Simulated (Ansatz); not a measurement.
IrO₂:
```cif
data_Ir2O4
_chemical_formula_sum 'Ir2 O4'
_space_group_name_H-M_alt 'P 1'
_space_group_IT_number 1
_cell_length_a 4.52828
_cell_length_b 4.52828
_cell_length_c 3.18076
_cell_angle_alpha 90.000
_cell_angle_beta 90.000
_cell_angle_gamma 90.000
loop_
_space_group_symop_operation_xyz
  'x, y, z'
loop_
_atom_site_label
_atom_site_type_symbol
_atom_site_fract_x
_atom_site_fract_y
_atom_site_fract_z
_atom_site_occupancy
Ir1 Ir 0.00000 0.00000 0.00000 1
Ir2 Ir 0.50000 0.50000 0.50000 1
O1 O 0.30856 0.30856 0.00000 1
O2 O 0.19144 0.80856 0.50000 1
O3 O 0.69144 0.69144 0.00000 1
O4 O 0.80856 0.19144 0.50000 1
```

Relaxed with PBE.

Task: Which orbitals make up the states near the Fermi level in plane-wave PAW PBE (Ansatz code)?

Result: Within 0.5 eV of the Fermi level: Ir 5d 56 %, O 2p 42 %. Projections are on Löwdin-orthogonalised atomic valence shells; empty p or d shells of many metals are not among them.

Task: Tabulate the density of states.

Result: States/eV per cell of 6 atoms, in 0.25 eV bins, energy from the Fermi level.

```csv
E (eV),total,O 2p,Ir 5d,O 2s
-7.85,8.93,5.29,3.46,0.03
-7.60,6.53,4.02,2.30,0.04
-7.35,1.95,1.24,0.64,0.02
-7.10,2.30,1.54,0.61,0.04
-6.85,3.02,2.03,0.80,0.06
-6.60,3.08,2.09,0.80,0.06
-6.35,3.31,2.28,0.84,0.07
-6.10,3.00,2.10,0.74,0.06
-5.85,3.29,2.34,0.79,0.07
-5.60,5.12,3.75,1.14,0.09
-5.35,5.58,4.13,1.25,0.07
-5.10,4.80,3.50,1.16,0.05
-4.85,5.18,3.74,1.32,0.04
-4.60,4.32,3.15,1.08,0.02
-4.35,3.91,2.92,0.91,0.02
-4.10,3.43,2.66,0.69,0.02
-3.85,3.20,2.51,0.62,0.02
-3.60,3.02,2.43,0.53,0.02
-3.35,3.25,2.79,0.41,0.01
-3.10,1.98,1.74,0.21,0.01
-2.85,0.94,0.81,0.12,0.00
-2.60,0.68,0.46,0.21,0.00
-2.35,2.50,0.49,1.97,0.01
-2.10,3.69,0.76,2.85,0.02
-1.85,7.19,1.13,5.87,0.05
-1.60,8.06,1.47,6.34,0.05
-1.35,5.62,1.46,4.03,0.02
-1.10,3.78,1.25,2.45,0.01
-0.85,2.01,0.74,1.24,0.01
-0.60,1.53,0.61,0.89,0.01
-0.35,2.97,1.23,1.68,0.01
-0.10,3.00,1.26,1.68,0.01
0.15,3.15,1.35,1.74,0.01
0.40,3.08,1.34,1.68,0.01
0.65,1.02,0.44,0.56,0.00
0.90,0.42,0.15,0.25,0.01
1.15,1.27,0.14,0.90,0.20
1.40,1.48,0.20,1.01,0.23
1.65,1.61,0.30,1.05,0.22
1.90,1.98,0.45,1.24,0.24
2.15,2.44,0.63,1.47,0.26
2.40,1.99,0.55,1.15,0.20
2.65,2.09,0.62,1.17,0.19
2.90,1.93,0.63,1.06,0.15
3.15,2.51,0.91,1.36,0.13
3.40,3.02,1.20,1.60,0.11
3.65,3.20,1.35,1.67,0.08
3.90,2.86,1.25,1.48,0.06
4.15,2.33,1.04,1.18,0.04
4.40,2.12,0.94,1.05,0.04
4.65,0.68,0.26,0.29,0.04
```

Space group P4_2/mnm (rutile). The PBE relaxation kept the symmetry of its start; of distortions, only those at the zone centre were tested. No spin polarisation was allowed. Spin–orbit coupling is left out wherever it is not named.

Potentials: the later of the program's two PAW sets.
